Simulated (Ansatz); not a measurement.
**La, simple cubic: geometry optimisation**

Method: Ansatz 0.2.0, DFT, m-r2SCAN, plane waves (500 eV) with PAW, scalar-relativistic. The PAW files were generated under PBE, with cores re-solved for the functional.

k-point mesh 9×9×9, Fermi-Dirac smearing 0.05 eV, starting moments 1.00 μB. Cell and atoms relax.

Starting structure:

```yaml
crystal:
  lattice:
    - [3.4315615435, 0.0, 0.0]
    - [0.0, 3.4315615435, 0.0]
    - [0.0, 0.0, 3.4315615435]
  atoms:
    - { symbol: La, position: [0.0, 0.0, 0.0], spin: 1.0 }
hamiltonian:
  xc: mr2scan
  pseudopotentials:
    kind: paw
    azcp:
      La: "pseudopotentials/La.paw.azcp"
basis:
  ecutwfc: 500
  fft_grid_basis: typed
kpoints:
  mp_grid: { grid: [9, 9, 9], shift: [0, 0, 0] }
magnetization:
  spin_polarized: true
scf:
  occupations: { method: fermi_dirac, width: 0.05 }
relax:
  max_steps: 60
  f_tol: 0.01
  cell: {}
```

**Question.** What cell does the relaxation end in?

**Answer.** Pm-3m with a = 3.297 Å; 35.85 Å³ per atom against 40.41 at the start (-11.3 %).

**Question.** How much energy does the relaxation gain?

**Answer.** 42.3 meV per atom.

**Question.** Which magnetic state does it end in?

**Answer.** non-magnetic.

m-r²SCAN is r²SCAN on the gauge-invariant kinetic-energy density; without spin polarisation the two are equal.
